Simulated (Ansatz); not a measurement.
A geometry of Sb away from equilibrium: step 6 of the relaxation of a relaxed Sb cell, doubled along one cell vector, shaken by Gaussian noise of σ = 0.08 Å a coordinate. The numbers are results of PBE (plane waves to 420 eV, PAW, scalar-relativistic; Ansatz, a first-principles code), not measurements. Γ-centred k-mesh 5×9×5 on the run's cell (coarser than for final values), Fermi–Dirac smearing 0.05 eV. The plane waves were selected for a different cell earlier on the path.

```xyz
6
Lattice="8.0731 0.0959 -0.0679 -1.9767 3.4688 -0.0283 -0.0539 -0.0830 6.6896" Properties=species:S:1:pos:R:3 pbc="T T T"
Sb    -0.0320     2.3515     2.6102
Sb     4.0544     2.3890     3.9561
Sb     2.5103     1.5071     1.1411
Sb     5.4188     0.8314     1.5256
Sb     1.4237     0.8896     4.9255
Sb     6.5379     1.5027     5.4670
```

What forces act on the atoms (eV/Å)?


```json
[
 {"atom": "Sb1", "Fx": "-0.03", "Fy": "-0.02", "Fz": "0.04"},
 {"atom": "Sb2", "Fx": "0.02", "Fy": "-0.01", "Fz": "0.17"},
 {"atom": "Sb3", "Fx": "-0.30", "Fy": "-0.27", "Fz": "-0.39"},
 {"atom": "Sb4", "Fx": "0.32", "Fy": "0.27", "Fz": "-0.02"},
 {"atom": "Sb5", "Fx": "0.33", "Fy": "0.13", "Fz": "0.01"},
 {"atom": "Sb6", "Fx": "-0.33", "Fy": "-0.09", "Fz": "0.19"}
]
```

The path ends in Cm (No. 8). No spin polarisation in the result.

The end of the path is a generated cell of Sb: the first start was made by a random draw of sites in a space group, and the end was not matched to a known phase here, so it may be hypothetical. Known forms of Sb include space group No. 166.
